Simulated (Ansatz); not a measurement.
Computed with DFT PBE, scalar-relativistic, plane waves, PAW, and for the lanthanide a 4f-in-core norm-conserving potential, in Ansatz 0.2.0. Settings: cutoff 630 eV, Γ-centred meshes spaced at most about 0.3 Å⁻¹, and about 0.25 Å⁻¹ or finer for metals (2π included), Gaussian smearing. No spin polarisation in the final relaxations.

All energies are static (0 K, no zero-point motion).

Compare these two cells of Li3Dy, each relaxed at this level.

A.

Space group Fm-3m (No. 225). a = 7.172 Å, b = 7.172 Å, c = 7.172 Å, α = 90.00°, β = 90.00°, γ = 90.00°
```json
{"atom": "Li", "site": "4b", "symmetry": "m-3m", "x": "0.5000", "y": "0.0000", "z": "0.0000"}
{"atom": "Li", "site": "8c", "symmetry": "-43m", "x": "0.2500", "y": "0.7500", "z": "0.7500"}
{"atom": "Dy", "site": "4a", "symmetry": "m-3m", "x": "0.0000", "y": "0.0000", "z": "0.0000"}
```

B.

Space group P4/mmm (No. 123). a = 4.123 Å, b = 4.123 Å, c = 6.001 Å, α = 90.00°, β = 90.00°, γ = 90.00°
```json
{"atom": "Li", "site": "1a", "symmetry": "4/mmm", "x": "0.0000", "y": "0.0000", "z": "0.0000"}
{"atom": "Li", "site": "1c", "symmetry": "4/mmm", "x": "0.5000", "y": "0.5000", "z": "0.0000"}
{"atom": "Li", "site": "1b", "symmetry": "4/mmm", "x": "0.0000", "y": "0.0000", "z": "0.5000"}
{"atom": "Dy", "site": "1d", "symmetry": "4/mmm", "x": "0.5000", "y": "0.5000", "z": "0.5000"}
```

Problem. Which form is favoured at zero pressure, and by what margin per atom?

Solution. A is lower, by 239 meV/atom. A has the BiF3 (D0_3) type, space group Fm-3m (No. 225), 23.1 Å³/atom and no gap on its mesh; B has space group P4/mmm (No. 123), 25.5 Å³/atom and no gap. Counting all near atoms (those within 1.25 times the shortest distance at each site; a plus sign parts nearer from farther groups), A has Li 8+6, Dy 8+6 and B has Li 6, Dy 6. The denser one is the lower, and pressure would at first widen the difference. Even the lower one lies +0.23 eV/atom against the reference forms of the elements (uncorrected), so neither is stable at this level. In A, Li on a site of symmetry m-3m has 8 Li at 3.11 Å and 6 Dy at 3.59 Å; Li on a site of symmetry -43m has 4 Dy at 3.11 Å, 4 Li at 3.11 Å and 6 Li at 3.59 Å; Dy is surrounded by 8 Li at 3.11 Å and 6 Li at 3.59 Å. In B, Li on its first site has 6 Li at 2.92–3.00 Å; Li on its second site has 4 Li at 2.92 Å and 2 Dy at 3.00 Å; around Dy lie 6 Li at 2.92–3.00 Å and 4 Dy at 4.12 Å; 1 more site not described. Both come from invented guesses. A third cell relaxed alike, in P4/mmm, lies 119 meV/atom below the lower of the two.

Cells relaxed within their symmetry can be saddle points.

The lanthanide is trivalent by construction, without f bands, f moments or other valences.
